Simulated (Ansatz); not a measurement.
CdSiN₂ in space group R-3m (No. 166; Cd on 3a, Si on 3b, N on 6c), DFT-r²SCAN in the program Ansatz with PAW potentials, all energies at zero smearing, with the estimated change up to a 700 eV cutoff added, with one set of potentials and settings (totals compare only within such a set). Cell of 4 atoms (1 Cd, 1 Si, 2 N): -9677.912 eV.

| element | reference phase | E (eV/atom) |
|---|---|---|
| Cd | P6_3/mmc, 2 atoms in the cell | -8268.2565 |
| Si | Fd-3m, 2 atoms in the cell | -639.0665 |
| N | Pa-3, 8 atoms in the cell | -384.8341 |

Formation energy per atom, worked out: (-9677.912 − 1×(-8268.2565) − 1×(-639.0665) − 2×(-384.8341))/4 = -0.230 eV/atom (-22 kJ per mol of atoms), at 0 K, without zero-point energy or fitted corrections.

The start of the workflow was typed in or built on a structure type; neither database checked (COD, Materials Project) lists it. Its standing as an ambient phase is unchecked. The r²SCAN relaxation kept the symmetry of its start; its stability against distortions is not shown here. The references are the lowest solids computed at this level, not always the standard phases (solids in place of the gases).

Potentials: the earlier of the program's two PAW sets.
